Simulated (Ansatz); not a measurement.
Here is the system:

Starting cell, Ti (hcp, Mg type):

```
Ti
1.0
    5.87827     0.00000     0.00000
   -1.46957     2.54537     0.00000
    2.93914     0.00000     4.65010
Ti
4
Direct
  0.79167   0.66667   0.75000
  0.29167   0.66667   0.75000
  0.20833   0.33333   0.25000
  0.70833   0.33333   0.25000
```

The atoms are displaced by Q × the pattern below (from a DFPT mode at L = (0.5, 0.0, 0.5), largest move 1; Q in Å), at fixed cell. It is one choice among 2 degenerate patterns. (q is in reciprocal vectors of the primitive cell; the cell shown is doubled to hold the pattern.)

```tsv
atom	x	y	z
Ti1	0.835	0.482	0.000
Ti2	-0.835	-0.482	0.000
Ti3	0.000	0.000	1.000
Ti4	0.000	0.000	-1.000
```

Method: PBE (plane waves to 420 eV, PAW, scalar-relativistic; Ansatz, a program for electronic structure). k mesh 18×18×18 (Γ-centred), Fermi-Dirac smearing 0.05 eV. The energy includes the smearing's −TS. With partly filled bands, energies and forces of such displacements shift with the k mesh and the smearing. Ti is run without spin polarisation. Ti was relaxed with its symmetry unable to fall. ΔE is measured from the undisplaced structure.

The scan covers Q from -0.180 to 0.180 Å in 13 points.

Is this a single well or a double well?

A single well with its minimum at or next to zero displacement.

Which space group does the distorted structure have?

Imm2 (No. 44), lowered from P6_3/mmc.

What is the energy change at Q = 0.180 Å?

723 meV/cell.

What harmonic wavenumber does the curvature at Q = 0 give?

270 cm⁻¹.

(A displaced cell: forces are minus the slopes of the energy, force constants its curvatures, and phonons follow from these.)
